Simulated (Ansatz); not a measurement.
Values for one crystal, relaxed and computed with PBEsol (plane waves, PAW; program Ansatz); other levels are named.

| Quantity | Value |
|---|---|
| Volume per atom | 14.44 Å³ |
| Electronic character | metallic (no gap) |
| Bulk modulus (Birch–Murnaghan fit) | 220 GPa |
| Debye temperature from the elastic constants | 421 K |
| Mechanical stability | stable (all eigenvalues of C positive) |
| Poisson's ratio | 0.34 |
| Highest zone-centre frequency | 8.13 THz |

**Question.** Which of these materials gives this?
(A) SrCd, CsCl type
(B) GaCo, CsCl type
(C) LaGa2, P6/mmm (La on 1a, Ga on 2d)
(D) TiTc, CsCl type

**Answer.** D, TiTc, CsCl type

Space group Pm-3m (CsCl type). The workflow started from an entry of the Crystallography Open Database (COD). Its standing as an ambient phase is unchecked. The PBEsol relaxation kept the symmetry of its start; of distortions, only those at the zone centre were tested. The run is not spin-polarised. As this level gives no gap, shear constants depend on the k-mesh and smearing (Fermi–Dirac, 0.1 eV here). As this level gives no gap, phonon frequencies hold no LO–TO term and depend on the k-mesh and smearing (Fermi–Dirac, 0.1 eV here). Scalar-relativistic: spin–orbit coupling is off unless named, which matters more the heavier the elements.

Potentials: the later of the program's two PAW sets.
